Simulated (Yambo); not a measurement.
Yambo run on Cs₃YF₆ (space group Fm-3m, No. 225). The wavefunctions are LDA (pw.x of Quantum ESPRESSO, ONCV potentials, no spin-orbit coupling) ones on a 2×2×2 mesh (40 occupied bands); a = b = c = 7.0083 Å, α = β = γ = 60.00°.

Yambo input:

```
rim_cut
gw0
dyson
el_el_corr
HF_and_locXC
ppa
em1d
RandQpts= 1000000
RandGvec= 1 Ry
EXXRLvcs= 84 Ry
VXCRLvcs= 336 Ry
Chimod= "HARTREE"
% BndsRnXp
 1 | 349 |
%
NGsBlkXp= 7 Ry
% LongDrXp
 1.0 | 1.0 | 1.0 |
%
PPAPntXp= 55 eV
% GbndRnge
 1 | 349 |
%
GTermKind= "BG"
DysSolver= "n"
ExtendOut
% QPkrange
 1 | 1 | 40 | 41 |
 3 | 3 | 40 | 40 |
%
```

k points by index: 1 = Γ, 3 = X.

The o-*.qp file then holds:

```
#    K-point    Band    Eo [eV]    E [eV]    E-Eo [eV]    Vxc [eV]    Vnlxc [eV]    Sc|Eo [eV]    Sc|E [eV]    dSc/dw|Eo [eV]    Re(Z)    Im(Z)
#
    1    40    -0.059682    -2.319954    -2.260272    -21.59728    -28.78016    4.432240    4.922606    -5.903203    0.821733    -0.001024
    1    41    5.617778    6.928272    1.310494    -7.822240    -3.421287    -2.941571    -3.090460    -3.091428    0.897982    -0.605683E-3
    3    40    0.000000    -2.250449    -2.250449    -21.56798    -28.70633    4.400285    4.887901    -5.895706    0.821919    -0.001025
```
(The two width columns are left out.) Convergence of these settings isn't established.

Geometry of the Materials Project entry, not relaxed at this level.

The structure is a Materials Project entry; no match was found in the copy of COD used, and its stability was not checked.
